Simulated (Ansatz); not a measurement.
# In3As (Pm-3m), clamped-ion strain scan

Level of theory: Ansatz, DFT PBE+D3(BJ), scalar-relativistic, plane waves, PAW. The runs took a 420 eV cutoff, a Γ-centred 10×10×10 mesh and Gaussian smearing (0.15 eV). No spin polarisation. Energies are free energies at this smearing, counted from the undisturbed cell; pressure is positive in compression.

The starting cell (relaxed at this level; it needn't be the usual structure):

```
In As
1.0
     4.60214    0.00000    0.00000
     0.00000    4.60214    0.00000
     0.00000    0.00000    4.60214
In As
3 1
Direct
  0.00000 0.50000 0.50000
  0.50000 0.00000 0.50000
  0.50000 0.50000 0.00000
  0.00000 0.00000 0.00000
```

The cell is strained by ε times the Voigt pattern (0, 1, 0, 0, 0, 0) (xx, yy, zz, yz, xz, xy; engineering shear) with fractional coordinates fixed. The cell is metallic on the mesh throughout.

| ε | ΔE (meV/atom) |
| --- | --- |
| -0.0400 | 4.9 |
| -0.0300 | 2.7 |
| -0.0200 | 1.2 |
| -0.0100 | 0.3 |
| 0.0000 | 0.0 |
| 0.0100 | 0.3 |
| 0.0200 | 1.3 |
| 0.0300 | 2.9 |
| 0.0350 | 4.0 |
| 0.0400 | 5.2 |

Q: Predict the stress summed along the pattern (GPa, tension positive) at each point.

A:
| ε | stress summed along the pattern (GPa, tension positive) |
| --- | --- |
| -0.0400 | -1.65 |
| -0.0300 | -1.21 |
| -0.0200 | -0.79 |
| -0.0100 | -0.40 |
| 0.0000 | 0.00 |
| 0.0100 | 0.42 |
| 0.0200 | 0.86 |
| 0.0300 | 1.29 |
| 0.0350 | 1.50 |
| 0.0400 | 1.71 |

Cost: 10 runs of about 2.2 core-minutes in all, on Intel Xeon 6975P-C (Granite Rapids) (shared hosts).